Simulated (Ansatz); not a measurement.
**One atom moved along a line in WBrCl₃O**

Method: DFT PBE+D3(BJ), scalar-relativistic, plane waves, PAW (Ansatz). Cutoff 420 eV, Γ-centred 8×6×6 k-points, Gaussian smearing of 0.05 eV. Spin–orbit coupling is left out, which matters for the heavy elements here. No spin polarisation. Energies are free energies at this smearing, counted from the undisturbed cell; pressure is positive in compression.

The starting cell (relaxed at this level; it needn't be the usual structure):

```xyz
6
Lattice="3.9064 -0.0017 0.0127 1.9403 6.0799 -0.1282 1.9698 -0.0673 6.1911" Properties=species:S:1:pos:R:3 pbc="T T T"
W     3.9414    5.9986    6.0397
Br    4.2020    1.2087    2.1043
Cl    2.2784    1.8988    5.0239
Cl    2.2430    4.0930    1.0031
Cl    4.2164    4.8482    4.0581
O     6.0956    5.9999    6.0463
```

Atom 1 (W) is moved by x along the Cartesian unit vector (0.707, 0.707, 0.000); the cell and all other atoms stay fixed.

```
  x (Å)  ΔE (meV/cell) force along x on the moved atoms (eV/Å) pressure (GPa) gap on the mesh (eV)
-0.1000          142.6                                     2.98             1.7                  1.39
-0.0667           61.6                                     1.90             1.1                  1.46
-0.0333           14.9                                        ?               ?                  1.53
 0.0000            0.0                                     0.00             0.0                  1.58
 0.0167              ?                                    -0.42            -0.2                     ?
 0.0333           13.9                                    -0.82            -0.4                  1.62
 0.0500           30.8                                    -1.20            -0.6                  1.63
 0.0667           53.8                                    -1.55            -0.7                  1.64
 0.0833           82.4                                    -1.88            -0.8                  1.65
 0.1000              ?                                    -2.19               ?                  1.65
```

(1) Give the withheld values.

Answers

(1) force along x on the moved atoms (eV/Å) at x (Å) = -0.0333: 0.91; pressure (GPa) at x (Å) = -0.0333: 0.5; ΔE (meV/cell) at x (Å) = 0.0167: 3.5; gap on the mesh (eV) at x (Å) = 0.0167: 1.60; ΔE (meV/cell) at x (Å) = 0.1000: 116.5; pressure (GPa) at x (Å) = 0.1000: -0.9.

Cost: 10 runs of about 2.6 core-minutes in all, on AMD EPYC 9R45 (Zen 5) (shared hosts).